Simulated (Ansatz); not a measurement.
Relaxed SiO₂ (rutile):

```
SiO2
1.0
    4.18475     0.00000     0.00000
    0.00000     4.18475     0.00000
    0.00000     0.00000     2.66845
Si O
2 4
Direct
  0.50000   0.50000   0.50000
  0.00000   0.00000   0.00000
  0.80610   0.80610   0.50000
  0.30610   0.69390   0.00000
  0.69390   0.30610   0.00000
  0.19390   0.19390   0.50000
```

Computed with r2SCAN (plane waves to 500 eV, PAW, scalar-relativistic; Ansatz, an electronic-structure program). k mesh 7×7×10 (Γ-centred), Fermi-Dirac smearing 0.05 eV. SiO2 was relaxed with its symmetry unable to fall. The PAW data are Ansatz's earlier set.

One atom of the cell was then moved (with its periodic images), all else fixed, and the forces (eV/Å) came out as:

```
atom      Fx      Fy     Fz
----  ------  ------  -----
Si1   -0.528  -0.744  0.000
Si2   -0.090   0.087  0.000
O3     0.007  -1.736  0.000
O4     0.079  -0.061  0.000
O5     2.653   2.557  0.000
O6    -2.121  -0.104  0.000
```

Question: Which atom was moved, and by which vector (Å)?

Answer: O5, by (-0.20, -0.20, 0.00), 0.28 Å in all.

(A displaced cell: forces are minus the slopes of the energy, force constants its curvatures, and phonons follow from these.)
